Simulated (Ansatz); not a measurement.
The relaxed structure here is a generated cell of Ni: the first start was made by a random draw of sites in a space group, and the end was not matched to a known phase here, so it may be hypothetical. Known forms of Ni include space group No. 225.

The end point of a relaxation of Ni. Space group Pmmm (No. 47). These are PBE (plane waves to 420 eV, PAW, scalar-relativistic; Ansatz, a quantum-chemistry and plane-wave program) values and carry that method's errors.

```xyz
3
Lattice="2.3472 0.0000 0.0000 0.0000 2.3951 0.0000 0.0000 0.0000 6.4809" Properties=species:S:1:pos:R:3 pbc="T T T"
Ni     0.0000     1.1976     5.3226
Ni     0.0000     1.1976     1.1583
Ni     0.0000     0.0000     3.2405
```

Task: Estimate the magnetic moment that PBE returns for this input.

Result: Net 0.57 μB/atom, ferromagnetic.

Spin state reached: ferromagnetic (net 0.57 μB/atom), from parallel starting moments; other spin orders were not run from this start.

The run could not lose the symmetry of its start: the end is stationary, and may be a saddle point rather than a minimum.
